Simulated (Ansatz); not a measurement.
Relaxed-ion elastic tensor of YAl₃ (Cu3Au type, space group No. 221) in GPa (Voigt order), DFT-LDA in the program Ansatz with PAW potentials; density 3.85 g/cm³, 18.30 Å³ per atom.

|  | 1 | 2 | 3 | 4 | 5 | 6 |
|---|---|---|---|---|---|---|
| 1 | 178 | 40.0 | 40.0 | 0.0 | 0.0 | 0.0 |
| 2 | 40.0 | 178 | 40.0 | 0.0 | 0.0 | 0.0 |
| 3 | 40.0 | 40.0 | 178 | 0.0 | 0.0 | 0.0 |
| 4 | 0.0 | 0.0 | 0.0 | 70.8 | 0.0 | 0.0 |
| 5 | 0.0 | 0.0 | 0.0 | 0.0 | 70.8 | 0.0 |
| 6 | 0.0 | 0.0 | 0.0 | 0.0 | 0.0 | 70.8 |

Problem. Is the crystal mechanically stable?

Solution. Yes: the smallest eigenvalue of C is 70.8 GPa.

Problem. Work out the Voigt, Reuss and Hill averages.

Solution. K_V = 85.9, K_R = 85.9, K_H = 85.9; G_V = 70.1, G_R = 70.1, G_H = 70.1 GPa.

Problem. Give Young's modulus, Poisson's ratio, Pugh's ratio and the universal anisotropy index.

Solution. E = 9KG/(3K + G) = 165 GPa; ν = 0.18; K/G = 1.23 (brittle by the Pugh limit of 1.75); A_U = 5G_V/G_R + K_V/K_R − 6 = 0.00.

Problem. Estimate the sound speeds and the Debye temperature.

Solution. v_l = √((K + 4G/3)/ρ) = 6820 m/s, v_t = √(G/ρ) = 4260 m/s, mean 4700 m/s; Θ = (h/k)(3n/4πV)^(1/3) v_m = 531 K.

Problem. Give the Zener ratio and Young's modulus along [100], [110] and [111].

Solution. A = 2C44/(C11 − C12) = 1.03; 1/E = S11 − 2(S11 − S12 − S44/2)Γ with Γ = 0, 1/4, 1/3 gives 163, 166, 167 GPa.

Space group Pm-3m (Cu3Au type). The first step of the workflow began from a Materials Project structure, measured or hypothetical; the Crystallography Open Database copy checked does not list it. Whether it is the stable phase at ambient conditions was not checked. The cell was relaxed with LDA under the symmetry of its start; whether a distortion lowers the energy is not shown. The run is not spin-polarised. As this level gives no gap, shear constants depend on the k-mesh and smearing (Fermi–Dirac, 0.1 eV here).

Potentials: the later of the program's two PAW sets.
